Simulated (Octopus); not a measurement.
## InP (F-43m, No. 216): conduction levels under hydrostatic strain

InP (F-43m, No. 216), cubic lattice constant 5.904 Å. The cell is a database entry, not relaxed again.

Computed with Octopus (real-space grid): LDA, grid spacing about 0.17 Å, Γ-centred 6×6×6 k-mesh, Fermi-Dirac smearing of 0.01 eV, no spin polarisation, PseudoDojo 0.4 LDA potentials. Spin-orbit coupling is left out. The cell is scaled uniformly. Energies of the lowest empty band count from each cell's highest valence level among the special points, at Γ; they are Kohn-Sham values at fixed points of the zone.

```json
[
 {"a (Å)": "5.638", "ln(V/V₀)": "-0.1381", "Γ (eV)": "1.116", "X (eV)": "1.391", "L (eV)": "1.588"},
 {"a (Å)": "5.697", "ln(V/V₀)": "-0.1069", "Γ (eV)": "0.949", "X (eV)": "1.451", "L (eV)": "1.514"},
 {"a (Å)": "5.756", "ln(V/V₀)": "-0.0760", "Γ (eV)": "0.781", "X (eV)": "1.508", "L (eV)": "1.440"},
 {"a (Å)": "5.815", "ln(V/V₀)": "-0.0453", "Γ (eV)": "0.615", "X (eV)": "1.561", "L (eV)": "1.367"},
 {"a (Å)": "5.874", "ln(V/V₀)": "-0.0150", "Γ (eV)": "?", "X (eV)": "?", "L (eV)": "?"},
 {"a (Å)": "5.904", "ln(V/V₀)": "0.0000", "Γ (eV)": "0.367", "X (eV)": "1.634", "L (eV)": "1.256"},
 {"a (Å)": "5.963", "ln(V/V₀)": "0.0299", "Γ (eV)": "0.204", "X (eV)": "1.678", "L (eV)": "1.184"}
]
```

V₀ is the volume of the database cell.

Problem. Fit each column by a quadratic in ln V through the rows shown. Give the volume deformation potentials dE/d ln V at the withheld row, and predict that row.

Solution. Fits: Γ: 0.367 −5.49 x −0.5 x²; X: 1.634 +1.54 x −1.6 x²; L: 1.257 −2.44 x −0.3 x², with x = ln(V/V₀). At x = -0.0150 the slopes are −5.5 eV (Γ), +1.6 eV (X), −2.4 eV (L). Predicted against computed: 0.450 against 0.449 eV, 1.610 against 1.610 eV, 1.293 against 1.293 eV.

The lowest of these levels is that at Γ in all rows.
